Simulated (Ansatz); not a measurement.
Here is the system:

LiIn in space group Fd-3m (No. 227; In on 8a, Li on 8b), a = 6.781 Å, b = 6.781 Å, c = 6.781 Å, α = 90.00°, β = 90.00°, γ = 90.00°; the cell used has 4 atoms.

This is the PBEsol-relaxed structure.

Problem. All from DFT-PBEsol in the program Ansatz with PAW potentials, unless another level is named. Give the formation energy from the elements (no fitted shifts).

Solution. -29 kJ/mol of atoms.

Problem. What about the density of states at the Fermi level?

Solution. 0.15 states/eV per atom (mean over ±0.08 eV).

Problem. What about the gap with spin–orbit coupling?

Solution. none (metallic).

The workflow started from an entry of the Crystallography Open Database (COD). Whether it is the stable phase at ambient conditions was not checked. The cell was relaxed with PBEsol under the symmetry of its start; of distortions, only those at the zone centre were tested. The references are the lowest solids computed at this level, not always the standard phases. Spin–orbit coupling is left out wherever it is not named.

Potentials: the later of the program's two PAW sets.
